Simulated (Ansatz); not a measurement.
Ta₂C in space group P4/nmm (No. 129; Ta on 2a, Ta on 2c, C on 2c) under volume change, DFT-r²SCAN in the program Ansatz with PAW potentials, shape and atoms relaxed at each volume.

| V (Å³/atom) | E − E(relaxed) (meV/atom) | P (GPa) |
|---|---|---|
| 12.106 | 103.7 | 30.19 |
| 12.505 | 43.5 | 18.46 |
| 12.905 | 10.3 | 8.49 |
| 13.304 | 0.0 | 0.00 |
| 13.703 | 9.3 | -7.27 |
| 14.102 | 35.3 | -13.47 |
| 14.501 | 75.6 | -18.76 |

What does a third-order Birch–Murnaghan fit give for V₀, B₀ and B′?

V₀ = 13.30 Å³/atom, B₀ = 262 GPa, B′ = 4.3.

The cell is a constructed one: a structure type filled with these elements; neither database checked (COD, Materials Project) lists it. COD files the formula under space group No. 164, so this cell is another polymorph or a model. Its standing as an ambient phase is unchecked. Symmetry was held in the r²SCAN relaxation; whether a distortion lowers the energy is not shown. No spin polarisation was allowed. Scalar-relativistic: spin–orbit coupling is off unless named, which matters more the heavier the elements.

Potentials: the earlier of the program's two PAW sets.
